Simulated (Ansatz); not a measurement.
Ti$_{3}$Zn$_{3}$N in space group Fd-3m (No. 227; Ti on 48f, Zn on 16d, Zn on 32e, N on 16c), r²SCAN in the plane-wave PAW code Ansatz, all energies at zero smearing, with the estimated change up to a 700 eV cutoff added, with one set of potentials and settings (totals compare only within such a set). Cell of 28 atoms (12 Ti, 12 Zn, 4 N): -71522.578 eV.

```csv
element,reference phase,E (eV/atom)
Ti,"P6/mmm, 3 atoms in the cell",-2504.3896
Zn,"P6_3/mmc, 2 atoms in the cell",-3325.6729
N,"Pa-3, 8 atoms in the cell",-384.8315
```

Formation energy per atom, worked out: (-71522.578 − 12×(-2504.3896) − 12×(-3325.6729) − 4×(-384.8315))/28 = -0.804 eV/atom (-78 kJ per mol of atoms), at 0 K, without zero-point energy or fitted corrections.

The workflow started from a Materials Project entry (that database holds measured and hypothetical structures alike); the Crystallography Open Database copy checked does not list it. Its standing as an ambient phase is unchecked. The r²SCAN relaxation kept the symmetry of its start; its stability against distortions is not shown here. No spin polarisation was allowed. The references are the lowest solids computed at this level, not always the standard phases (solids in place of the gases).

Potentials: the later of the program's two PAW sets.
